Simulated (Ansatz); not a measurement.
**Si2W (P6_222), frozen normal mode**

Method: Ansatz 0.2.0, DFT PBEsol, scalar-relativistic, plane waves, PAW. Cutoff 420 eV, Γ-centred 12×12×6 k-points, Gaussian smearing of 0.15 eV. Spin–orbit coupling is left out, which can shift energies with elements as heavy as these. No spin polarisation. Energies are free energies at this smearing, counted from the undisturbed cell; pressure is positive in compression.

Reference structure (relaxed at this level; this form isn't the usual structure):

```xyz
9
Lattice="4.5761 0.0000 0.0000 -2.2880 3.9630 0.0000 0.0000 0.0000 6.6033" Properties=species:S:1:pos:R:3 pbc="T T T"
Si    2.2880    2.6646    3.3017
Si   -1.1636    3.3138    5.5028
Si    1.1636    3.3138    1.1006
Si    0.0000    1.2984    3.3017
Si    3.4516    0.6492    5.5028
Si    1.1245    0.6492    1.1006
W    -1.1440    1.9815    1.1006
W     1.1440    1.9815    5.5028
W     2.2880    0.0000    3.3017
```

A zone-centre mode of this cell is frozen in: each atom moves by x times its row below, so x is the largest displacement.
```
atom ux uy uz
 Si1   0.952   0.000  -0.307
 Si2  -0.476  -0.824   0.307
 Si3  -0.476   0.824   0.307
 Si4   0.952   0.000   0.307
 Si5  -0.476  -0.824  -0.307
 Si6  -0.476   0.824  -0.307
  W7   0.055  -0.096   0.000
  W8   0.055   0.096   0.000
  W9  -0.111   0.000   0.000
```

```
  x (Å)  ΔE (meV/cell)
-0.2000         1122.7
-0.1000          273.3
 0.0000            0.0
 0.0250           16.9
 0.0500           67.9
 0.0750          153.1
 0.1250          429.2
 0.1500          621.9
 0.1750          852.6
```

By symmetry 0.2000 repeats -0.2000, -0.1500 repeats 0.1500, 0.1000 repeats -0.1000, -0.0500 repeats 0.0500 in energy, with the opposite slope along the path.